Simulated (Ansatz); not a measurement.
## Ca3Eu: what a change of scf.initial_density.chi_scale does

All numbers are calculated (PBEsol, collinear spin, no spin-orbit coupling; Ansatz, PAW set soft_2, 420 eV, k-mesh 6×6×6), not measured. These are the settings of the reference run.

Cell:

```cif
data_structure
_symmetry_space_group_name_H-M 'P 1'
_symmetry_Int_Tables_number 1
_cell_length_a 7.6796
_cell_length_b 7.6796
_cell_length_c 6.3622
_cell_angle_alpha 90.000
_cell_angle_beta 90.000
_cell_angle_gamma 120.000
_cell_volume 324.94
loop_
_atom_site_label
_atom_site_type_symbol
_atom_site_fract_x
_atom_site_fract_y
_atom_site_fract_z
_atom_site_occupancy
Ca1 Ca 0.33427 0.16714 0.75000 1
Ca2 Ca 0.83286 0.16714 0.75000 1
Ca3 Ca 0.83286 0.66573 0.75000 1
Ca4 Ca 0.66573 0.83286 0.25000 1
Ca5 Ca 0.16714 0.83286 0.25000 1
Ca6 Ca 0.16714 0.33427 0.25000 1
Eu1 Eu 0.66667 0.33333 0.25000 1
Eu2 Eu 0.33333 0.66667 0.75000 1
```

The reference run of this cell is solved again as a single point with these keys changed:

| key | reference run | changed run |
| --- | --- | --- |
| scf.initial_density.chi_scale | not typed | 0.3 |

Question: Does this change matter?

Answer: 

| quantity | reference run | changed run |
| --- | --- | --- |
| energy, changed less reference (meV an atom) | 0 | 0.0 |
| pressure (GPa) | 0.0 | 0.0 |
| largest force (eV/Å) | 0.00 | 0.00 |
| gap on the mesh (eV) | 0.00 | 0.00 |
| moment of the cell (μB) | 15.27 | 15.27 |

The results hardly move, so this setting matters little here, or the typed value is the one that the program takes anyway. It took 15 iterations.

Caveats: the reference run: 4f shell without a U, which puts 4f levels too near the Fermi level; the reference run: open f or d shells may hold a state above the lowest; a single point, atoms not relaxed again.
